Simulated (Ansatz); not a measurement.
Polymorphs of NaCl, each relaxed with r²SCAN in the plane-wave PAW code Ansatz:

A: rock salt (Fm-3m)
a = 5.607 Å, b = 5.607 Å, c = 5.607 Å, α = 90.00°, β = 90.00°, γ = 90.00°

```csv
atom,site,symmetry,x,y,z
Na,4a,m-3m,0.0000,0.0000,0.0000
Cl,4b,m-3m,0.5000,0.5000,0.5000
```

B: CsCl type (Pm-3m)
a = b = c = 3.460 Å, α = β = γ = 90.00°

| atom | site | symmetry | x | y | z |
|---|---|---|---|---|---|
| Na | 1a | m-3m | 0.0000 | 0.0000 | 0.0000 |
| Cl | 1b | m-3m | 0.5000 | 0.5000 | 0.5000 |

Problem. Rank these by energy per atom at 0 K (lowest first), as r²SCAN gives it.

Solution. A (+0 meV/atom), B (+160 meV/atom)

Problem. Give each one's gap.

Solution. A 5.97 eV; B 4.91 eV.

Not the usual ambient phase: B. All cells were relaxed under the symmetry of their starts (and spin orders); stability against distortions was not tested throughout.

Energies hold the estimated change up to a 700 eV cutoff; steps of a few meV lie near the error of the meshes.

Potentials: the earlier of the program's two PAW sets.
